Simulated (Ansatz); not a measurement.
Data:

GeSbTe3:
```
CELL_PARAMETERS angstrom
      2.05291     1.18525    10.35369
     -2.05291     1.18525    10.35369
      0.00000    -2.37050    10.35369
ATOMIC_POSITIONS crystal
  Ge 0.60039 0.60039 0.60039
  Sb 0.39488 0.39488 0.39488
  Te 0.99888 0.99888 0.99888
  Te 0.78668 0.78668 0.78668
  Te 0.21915 0.21915 0.21915
```

This is the r²SCAN+D4-relaxed structure.

Q: All from r²SCAN+D4 (plane waves, PAW; program Ansatz), unless another level is named. Give the electronic character.

A: metallic (no gap).

Q: Give the formation energy from the elements (no fitted shifts).

A: -0.058 eV/atom.

Q: What about the density of states at the Fermi level?

A: 0.49 states/eV per atom (mean over ±0.08 eV).

Space group R3m. The workflow started from a Materials Project entry (that database holds measured and hypothetical structures alike); the Crystallography Open Database copy checked does not list it. Whether it is the stable phase at ambient conditions was not checked. The r²SCAN+D4 relaxation kept the symmetry of its start; whether a distortion lowers the energy is not shown. With an odd number of electrons in the cell and no spin polarisation, the count alone makes it a metal. The references are the lowest solids computed at this level, not always the standard phases. Spin–orbit coupling is left out wherever it is not named.

Potentials: the later of the program's two PAW sets.
